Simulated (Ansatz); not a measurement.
Geometry optimisation in Ansatz: input, command and trajectory.

```yaml
crystal:
  lattice:
    - [7.8101118, 0.0, 0.0]
    - [0.0, 7.8101118, 0.0]
    - [0.0, 0.0, 7.8101118]
  atoms:
    - { symbol: Cd, position: [0.0027214325, 0.5010664329, 0.0029348871] }
    - { symbol: Cd, position: [0.4997068771, 0.9978006816, 0.504950498] }
    - { symbol: Cd, position: [0.5042034689, 0.4980092147, 0.4991873201] }
    - { symbol: Sn, position: [0.2435495378, 0.2517508079, 0.2523123087] }
    - { symbol: Sn, position: [0.7534689098, 0.2457742778, 0.2499922116] }
    - { symbol: Pb, position: [0.0034161433, 0.9955847338, 0.0028861354] }
    - { symbol: Pb, position: [0.5030913474, 0.9999637979, 0.9999293979] }
    - { symbol: Pb, position: [0.0020428677, 0.0015315898, 0.5005208014] }
    - { symbol: Pb, position: [0.4975889892, 0.4981496565, 0.0013141448] }
    - { symbol: Pb, position: [0.0016015482, 0.4971822138, 0.5008982409] }
    - { symbol: Pb, position: [0.2517812407, 0.7435298549, 0.251091733] }
    - { symbol: Pb, position: [0.250284248, 0.2485134504, 0.7518538892] }
    - { symbol: Pb, position: [0.7502454048, 0.7540028665, 0.2548017136] }
    - { symbol: Pb, position: [0.7482067102, 0.2524175282, 0.7518179813] }
    - { symbol: Pb, position: [0.2509134248, 0.7445173697, 0.7496084057] }
    - { symbol: Pb, position: [0.7470775122, 0.7438362207, 0.7509624769] }
  symmetry: { detect: false }
basis:
  ecutwfc: 420
kpoints:
  mp_grid: { grid: [2, 2, 2], shift: [0.5, 0.5, 0.5] }
hamiltonian:
  xc: pbe
scf:
  occupations: { method: gaussian, width: 0.1 }
  lower_state_search: "off"
output:
  forces: true
  stress: true
  eigenvalues: true
relax:
  adjacent_minimum: "off"
  f_tol: 0.04
  max_steps: 50
  cell: { stress_tol: 0.3 }
```

```bash
ansatz run input.yaml --threads 4 --pin off --max-ram 9216MiB --backend cpu --events-out ev --progress --plain --runs-dir out
```

All numbers below come from DFT PBE, scalar-relativistic, plane waves, PAW (Ansatz).

Of 21 frames 10 are shown, positions in Å and forces in eV/Å; the SCF threshold varies from step to step. Steps run on the plane waves of an earlier cell, with a Pulay correction in the pressure. The basis is chosen afresh for the last frame, the zero of the energies, and can be on the way; energy and pressure step there, also at an unchanged geometry. The mark taken_back stands on steps that the optimiser undid.

```xyz
16
Lattice="7.8101 0.0000 0.0000 0.0000 7.8101 0.0000 0.0000 0.0000 7.8101" Properties=species:S:1:pos:R:3:forces:R:3 pbc="T T T" step=1 free_energy_over_end_meV_per_atom=66.22 pressure_GPa=0.44
Cd    0.0213    3.9134    0.0229   -0.0650   -0.0800    0.0590
Cd    3.9028    7.7929    3.9437   -0.0280    0.1050   -0.1250
Cd    3.9379    3.8895    3.8987   -0.0530   -0.1550   -0.1190
Sn    1.9021    1.9662    1.9706    0.1860    0.0230    0.0050
Sn    5.8847    1.9195    1.9525   -0.1050    0.1450    0.0600
Pb    0.0267    7.7756    0.0225   -0.0270    0.2440    0.0410
Pb    3.9292    7.8098    7.8096   -0.1140    0.1360    0.2080
Pb    0.0160    0.0120    3.9091   -0.0020    0.0950   -0.0430
Pb    3.8862    3.8906    0.0103    0.0850   -0.1800    0.2260
Pb    0.0125    3.8830    3.9121   -0.0380   -0.1240   -0.1640
Pb    1.9664    5.8071    1.9611    0.0760   -0.0320    0.1230
Pb    1.9547    1.9409    5.8721    0.0490    0.1260   -0.0650
Pb    5.8595    5.8888    1.9900   -0.0960   -0.2160    0.0540
Pb    5.8436    1.9714    5.8718    0.0470    0.0370   -0.0660
Pb    1.9597    5.8148    5.8545    0.0960   -0.0880   -0.0970
Pb    5.8348    5.8094    5.8651   -0.0080   -0.0360   -0.0960
16
Lattice="8.0030 -0.0003 0.0030 -0.0003 7.5172 0.0150 0.0030 0.0150 7.9777" Properties=species:S:1:pos:R:3:forces:R:3 pbc="T T T" step=3 free_energy_over_end_meV_per_atom=51.82 pressure_GPa=0.47
Cd   -0.0052    3.7239    0.0965    0.0170   -0.0140    0.0100
Cd    3.9885    7.6020    3.9500    0.0190   -0.0090    0.0460
Cd    4.0037    3.6131    3.9047    0.0360    0.0160    0.0680
Sn    2.0649    1.9331    2.0428   -0.1640    0.0030   -0.0020
Sn    5.9673    1.9225    2.0609    0.0950   -0.0610   -0.0390
Pb    0.0096    7.6632    0.1166    0.0140    0.0020   -0.0530
Pb    3.9882    7.6211    8.1400    0.0400   -0.0430   -0.1160
Pb    0.0175    0.0800    3.9062    0.0090   -0.0040    0.0800
Pb    4.0288    3.6403    0.1654   -0.0280    0.0780   -0.2590
Pb   -0.0089    3.6552    3.8697    0.0310    0.0130    0.1290
Pb    2.0792    5.5344    2.0866    0.0040    0.0140   -0.0130
Pb    2.0464    1.9809    5.9605   -0.0740   -0.1030    0.0960
Pb    5.9307    5.5406    2.0883   -0.0130    0.0780    0.0040
Pb    5.9828    1.9412    5.9708    0.0340   -0.0510    0.0650
Pb    2.0980    5.5413    5.9232    0.0030    0.0560   -0.0060
Pb    5.9243    5.5674    5.9148   -0.0230    0.0250   -0.0080
16
Lattice="8.2158 0.0013 0.0033 0.0013 7.3796 0.0016 0.0033 0.0016 8.0930" Properties=species:S:1:pos:R:3:forces:R:3 pbc="T T T" step=5 free_energy_over_end_meV_per_atom=41.40 pressure_GPa=-0.25
Cd   -0.0058    3.6616    0.1180    0.0030    0.0080   -0.0760
Cd    4.1062    7.5271    3.9931   -0.0030   -0.0120    0.0520
Cd    4.1280    3.4590    3.9861   -0.0140   -0.0490    0.0690
Sn    2.0478    1.9269    2.0493   -0.0130   -0.0080   -0.1100
Sn    6.1732    1.8986    2.0476    0.0420    0.0310   -0.0840
Pb    0.0171    7.5253    0.1020   -0.0160   -0.0350   -0.0010
Pb    4.1142    7.4923    8.1873   -0.0110    0.0160   -0.0060
Pb    0.0215    0.0913    4.0041   -0.0080   -0.0080   -0.0140
Pb    4.1210    3.5836   -0.0047    0.0110   -0.0120    0.0840
Pb    0.0030    3.5742    4.0217   -0.0100    0.0350    0.0110
Pb    2.1872    5.4149    2.1327    0.0420   -0.0060    0.0490
Pb    2.0235    1.8681    6.1172   -0.0260    0.0160    0.0000
Pb    6.0400    5.4388    2.1376   -0.0360   -0.0320    0.0500
Pb    6.2045    1.8542    6.1054    0.0380    0.0060    0.0270
Pb    2.1931    5.4543    5.9474    0.0390    0.0260   -0.0280
Pb    6.0366    5.4704    5.9434   -0.0370    0.0240   -0.0230
16
Lattice="8.3359 0.0033 -0.0062 0.0033 6.9700 -0.0054 -0.0062 -0.0054 8.3194" Properties=species:S:1:pos:R:3:forces:R:3 pbc="T T T" step=8 free_energy_over_end_meV_per_atom=12.36 pressure_GPa=0.19 taken_back
Cd    0.0014    3.5493    0.0390   -0.0030   -0.0400    0.0100
Cd    4.1614    7.1073    4.1524    0.0140    0.0500   -0.0420
Cd    4.1652    3.2156    4.1771    0.0100    0.0070   -0.0620
Sn    2.0660    1.7391    2.0234   -0.0410    0.0340    0.0540
Sn    6.2791    1.7411    2.0454    0.0220   -0.0030    0.0240
Pb    0.0034    6.9515    0.0681    0.0040    0.0510   -0.0380
Pb    4.1618    6.9774    8.3580    0.0340    0.0970   -0.0540
Pb    0.0079   -0.0005    4.1052    0.0020    0.1330    0.0730
Pb    4.1909    3.4594    0.0759   -0.0210   -0.1070   -0.1350
Pb    0.0069    3.4590    4.1003    0.0080   -0.1370    0.0580
Pb    2.2611    5.1969    2.2576    0.0430   -0.0180    0.0010
Pb    2.0427    1.7678    6.2708   -0.0320   -0.0430    0.0810
Pb    6.0809    5.1888    2.2647   -0.0360    0.0250    0.0090
Pb    6.3048    1.7595    6.2656    0.0060   -0.0220    0.0590
Pb    2.2545    5.2084    6.0790    0.0000   -0.0080   -0.0160
Pb    6.0954    5.2072    6.0762   -0.0090   -0.0190   -0.0240
16
Lattice="8.4230 0.0031 -0.0006 0.0031 6.8670 -0.0018 -0.0006 -0.0018 8.4222" Properties=species:S:1:pos:R:3:forces:R:3 pbc="T T T" step=10 free_energy_over_end_meV_per_atom=8.00 pressure_GPa=-0.03
Cd   -0.0034    3.4794    0.0591    0.0000   -0.0130   -0.0020
Cd    4.2090    7.0377    4.1852    0.0020   -0.0070   -0.0020
Cd    4.2075    3.1796    4.2030    0.0020    0.0140    0.0050
Sn    2.0873    1.7233    2.0730    0.0060   -0.0040    0.0040
Sn    6.3441    1.7225    2.0955   -0.0100   -0.0020    0.0050
Pb    0.0011    6.8537    0.0804   -0.0040    0.0210   -0.0010
Pb    4.2292    6.8918    8.4536    0.0070   -0.0050    0.0020
Pb    0.0159    0.0190    4.1825    0.0010    0.0030    0.0000
Pb    4.2302    3.3914    0.0269    0.0030   -0.0030    0.0140
Pb    0.0171    3.3852    4.1800    0.0010   -0.0040   -0.0060
Pb    2.3014    5.1214    2.2879   -0.0060    0.0070   -0.0130
Pb    2.0573    1.7223    6.3812    0.0080   -0.0100   -0.0100
Pb    6.1358    5.1215    2.3042    0.0040    0.0070   -0.0070
Pb    6.3738    1.7221    6.3591   -0.0100   -0.0110   -0.0120
Pb    2.2917    5.1291    6.1451   -0.0100    0.0030    0.0140
Pb    6.1463    5.1278    6.1300    0.0070    0.0050    0.0100
16
Lattice="8.4191 -0.0007 -0.0008 -0.0007 6.8534 0.0014 -0.0008 0.0014 8.4288" Properties=species:S:1:pos:R:3:forces:R:3 pbc="T T T" step=12 free_energy_over_end_meV_per_atom=7.71 pressure_GPa=0.05
Cd   -0.0093    3.4565    0.0445    0.0010    0.0030   -0.0010
Cd    4.1968    7.0057    4.1891   -0.0040   -0.0070   -0.0040
Cd    4.1944    3.2140    4.2089   -0.0040   -0.0030   -0.0080
Sn    2.1059    1.7128    2.0892   -0.0020    0.0120    0.0090
Sn    6.3177    1.7176    2.1287   -0.0030    0.0130    0.0170
Pb   -0.0155    6.8679    0.0750    0.0000    0.0030    0.0000
Pb    4.2394    6.8675    8.4623    0.0040    0.0130    0.0030
Pb    0.0252    0.0182    4.1938    0.0070    0.0080    0.0010
Pb    4.2381    3.3731    0.0528    0.0060    0.0000   -0.0220
Pb    0.0249    3.3767    4.1793    0.0070   -0.0020    0.0090
Pb    2.2696    5.1275    2.2592   -0.0070   -0.0160   -0.0100
Pb    2.0895    1.7058    6.3664    0.0020    0.0010    0.0030
Pb    6.1549    5.1278    2.2985    0.0020   -0.0120   -0.0030
Pb    6.3324    1.7078    6.3240   -0.0060    0.0050   -0.0040
Pb    2.2593    5.1132    6.1930   -0.0060   -0.0090    0.0100
Pb    6.1630    5.1134    6.1560    0.0030   -0.0100    0.0000
16
Lattice="8.4468 -0.0074 -0.0019 -0.0074 6.8195 0.0142 -0.0019 0.0142 8.4593" Properties=species:S:1:pos:R:3:forces:R:3 pbc="T T T" step=14 free_energy_over_end_meV_per_atom=6.94 pressure_GPa=-0.01
Cd   -0.0573    3.4155   -0.0061   -0.0100    0.0260    0.0120
Cd    4.1259    6.8516    4.1860   -0.0140   -0.0380   -0.0110
Cd    4.1209    3.3122    4.2094   -0.0180    0.0210   -0.0060
Sn    2.1654    1.7077    2.1157   -0.0310    0.0060   -0.0480
Sn    6.2612    1.7419    2.3136    0.0060    0.0030    0.0020
Pb   -0.1084    6.9356    0.0771   -0.0090   -0.0480    0.0070
Pb    4.3535    6.8412    8.5293    0.0350    0.0060    0.0100
Pb    0.1131    0.0259    4.2317    0.0300   -0.0090    0.0010
Pb    4.3532    3.3469    0.0766    0.0380    0.0130   -0.0160
Pb    0.1110    3.3683    4.2313    0.0360    0.0080    0.0140
Pb    2.1594    5.1111    2.0977   -0.0050   -0.0090   -0.0130
Pb    2.1990    1.6567    6.3791   -0.0240    0.0230    0.0500
Pb    6.2586    5.1287    2.3196   -0.0200   -0.0130    0.0290
Pb    6.2227    1.6780    6.1674    0.0050    0.0210    0.0060
Pb    2.1618    5.0602    6.4151    0.0100    0.0050    0.0000
Pb    6.2439    5.0698    6.2001   -0.0280   -0.0150   -0.0390
16
Lattice="8.4157 0.0019 0.0054 0.0019 6.8560 0.0179 0.0054 0.0179 8.4534" Properties=species:S:1:pos:R:3:forces:R:3 pbc="T T T" step=17 free_energy_over_end_meV_per_atom=2.84 pressure_GPa=-0.11
Cd   -0.1738    3.4290   -0.0219   -0.0150   -0.0050    0.0130
Cd    3.9880    6.7742    4.1439   -0.0090    0.0860    0.0380
Cd    3.9683    3.4342    4.1794    0.0050   -0.0560    0.0150
Sn    2.1502    1.7332    1.9979   -0.0200   -0.0020   -0.0710
Sn    6.1970    1.7793    2.4709    0.0100   -0.0160    0.0600
Pb   -0.2100    6.9897    0.0633   -0.0160   -0.0330   -0.0170
Pb    4.5301    6.8896    8.5707    0.0330   -0.0010   -0.0060
Pb    0.2804    0.0239    4.2505    0.0240    0.0210    0.0150
Pb    4.5518    3.3896    0.0893    0.0150   -0.0010    0.0120
Pb    0.2829    3.3902    4.2677    0.0000   -0.0330    0.0100
Pb    2.0643    5.1418    1.9215    0.0190    0.0070   -0.0370
Pb    2.2395    1.6738    6.5190   -0.0310    0.0230    0.0190
Pb    6.2956    5.1575    2.4363   -0.0040   -0.0110    0.0350
Pb    6.1122    1.6811    6.0112    0.0020   -0.0020   -0.0770
Pb    2.1219    5.0987    6.5842    0.0050    0.0190    0.0240
Pb    6.2339    5.0740    6.0953   -0.0170    0.0050   -0.0330
16
Lattice="8.3701 0.0311 -0.0491 0.0311 6.8337 0.0226 -0.0491 0.0226 8.5379" Properties=species:S:1:pos:R:3:forces:R:3 pbc="T T T" step=19 free_energy_over_end_meV_per_atom=1.45 pressure_GPa=-0.07 taken_back
Cd   -0.2156    3.4530    0.0480   -0.0190   -0.0120    0.0370
Cd    3.8977    6.9170    4.2732    0.0090   -0.0060   -0.0230
Cd    3.8479    3.3514    4.2611    0.0250    0.0050   -0.0280
Sn    2.0480    1.7438    1.8172    0.0550    0.0480    0.0500
Sn    6.1687    1.7799    2.5569   -0.0730   -0.0190   -0.0880
Pb   -0.2593    6.9024    0.0797   -0.0080   -0.0420    0.0500
Pb    4.5725    6.8636    8.5042    0.0240    0.0060    0.1270
Pb    0.3610    0.0183    4.2233   -0.0180    0.0200   -0.0050
Pb    4.6656    3.3432    0.0260    0.0250    0.0380    0.0400
Pb    0.3509    3.3801    4.2102    0.0250    0.0020    0.0240
Pb    2.1927    5.1647    1.8881    0.0110   -0.0290   -0.0140
Pb    2.0249    1.7072    6.7272    0.0270    0.0180   -0.0600
Pb    6.1337    5.1625    2.5349   -0.0480   -0.0070    0.0250
Pb    6.1731    1.7005    5.9724   -0.0120   -0.0170    0.0040
Pb    2.1034    5.1170    6.7046   -0.0360    0.0010   -0.0430
Pb    6.1717    5.0643    6.0605    0.0150   -0.0050   -0.0950
16
Lattice="8.3586 0.0192 0.0039 0.0192 6.8610 0.0184 0.0039 0.0184 8.4922" Properties=species:S:1:pos:R:3:forces:R:3 pbc="T T T" step=21 free_energy_over_end_meV_per_atom=0.00 pressure_GPa=-0.02
Cd   -0.2229    3.4122    0.0243    0.0000    0.0100   -0.0020
Cd    3.9047    6.8925    4.2027    0.0080    0.0070   -0.0020
Cd    3.8833    3.4014    4.2094    0.0000   -0.0080   -0.0010
Sn    2.0831    1.7544    1.8681   -0.0120   -0.0150   -0.0140
Sn    6.1655    1.7821    2.5423    0.0100   -0.0180    0.0130
Pb   -0.2492    6.9186    0.0465    0.0030    0.0050    0.0040
Pb    4.6078    6.9027    8.5907   -0.0030    0.0090   -0.0140
Pb    0.3662    0.0342    4.2537    0.0000   -0.0170   -0.0070
Pb    4.6455    3.3953    0.0888    0.0050   -0.0140   -0.0200
Pb    0.3602    3.3865    4.2635    0.0090    0.0120   -0.0060
Pb    2.1113    5.1611    1.8764    0.0010    0.0110    0.0060
Pb    2.1569    1.7097    6.6622   -0.0070    0.0080    0.0140
Pb    6.2106    5.1630    2.5419   -0.0140    0.0030    0.0120
Pb    6.1074    1.6851    5.9740    0.0030    0.0150    0.0040
Pb    2.1317    5.1334    6.6623    0.0070   -0.0040    0.0010
Pb    6.1716    5.0805    6.0397   -0.0110   -0.0040    0.0110
```

Time: 7.2 min on 4 threads of Intel(R) Xeon(R) Processor @ 2.50GHz (Skylake/Cascade Lake), with other jobs on the host, peak memory 1.6 GiB.

The k mesh is coarse. Spin–orbit coupling is left out, which can shift energies with elements as heavy as these.